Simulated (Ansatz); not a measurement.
AlCo:
```cif
data_AlCo
_chemical_formula_sum 'Al1 Co1'
_space_group_name_H-M_alt 'P 1'
_space_group_IT_number 1
_cell_length_a 2.82271
_cell_length_b 2.82271
_cell_length_c 2.82271
_cell_angle_alpha 90.000
_cell_angle_beta 90.000
_cell_angle_gamma 90.000
loop_
_space_group_symop_operation_xyz
  'x, y, z'
loop_
_atom_site_label
_atom_site_type_symbol
_atom_site_fract_x
_atom_site_fract_y
_atom_site_fract_z
_atom_site_occupancy
Al1 Al 0.00000 0.00000 0.00000 1
Co1 Co 0.50000 0.50000 0.50000 1
```

This is the PBEsol-relaxed structure.

Q: All from PBEsol (plane waves, PAW; program Ansatz), unless another level is named. Predict the formation energy from the elements (no fitted shifts).

A: -0.62 eV/atom.

Q: Next, the density of states at the Fermi level?

A: 0.32 states/eV per atom (mean over ±0.08 eV).

Space group Pm-3m (CsCl type). Symmetry was held in the PBEsol relaxation. The workflow began spin-polarised and lost its moments. The references are the lowest solids computed at this level, not always the standard phases.

Potentials: the later of the program's two PAW sets.
